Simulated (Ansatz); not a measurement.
Space group Fd-3m:1 (No. 227). a = 7.256 Å, b = 7.256 Å, c = 7.256 Å, α = 90.00°, β = 90.00°, γ = 90.00°
```tsv
atom	site	symmetry	x	y	z
Zr	8b	-43m	0.0000	0.0000	0.5000
V	16c	.-3m	0.1250	0.1250	0.1250
```

Equation of state of this ZrV2 structure (not necessarily the ground state), with shape and atoms relaxed at each volume where symmetry leaves them free. It has no gap at any of these volumes. Level of theory: DFT PBEsol, scalar-relativistic, plane waves, PAW (Ansatz).

Cutoff 420 eV; k points 8×8×8 on the computed 6-atom cell (Γ-centred); Gaussian smearing, width 0.10 eV; no spin polarisation.

```csv
V (Å³/atom),E − E(largest V) (meV/atom),P (GPa)
14.008,65.17,24.46
14.485,4.22,16.93
14.963,-35.93,10.47
15.440,-58.30,4.89
15.918,-65.22,0.03
16.395,-58.62,-4.19
16.873,-40.23,-7.85
17.510,0.00,-11.98
```

Question: Fit a third-order Birch–Murnaghan equation to E(V).

Answer: V0 = 15.91 Å³/atom, B0 = 151 GPa, B0' = 3.6.

Cost: 8 runs of about 1.7 core-minutes in all, on Arm Neoverse V1 (shared hosts).